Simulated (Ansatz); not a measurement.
VSi in space group P6/mmm (No. 191; V on 3f, Si on 1a, Si on 2d) under volume change, plane-wave PAW PBE (Ansatz code), shape and atoms relaxed at each volume.

```csv
V (Å³/atom),E − E(relaxed) (meV/atom),P (GPa)
14.220,69.0,17.04
14.689,29.0,10.46
15.158,6.9,4.82
15.626,0.0,0.00
16.095,6.2,-4.12
16.564,23.5,-7.64
17.033,50.4,-10.65
```

What does a third-order Birch–Murnaghan fit give for V₀, B₀ and B′?

V₀ = 15.63 Å³/atom, B₀ = 148 GPa, B′ = 4.2.

The cell is a constructed one: a structure type filled with these elements; neither database checked (COD, Materials Project) lists it. Whether it is the stable phase at ambient conditions was not checked. Symmetry was held in the PBE relaxation; whether a distortion lowers the energy is not shown. The workflow began spin-polarised and lost its moments.

Potentials: the later of the program's two PAW sets.
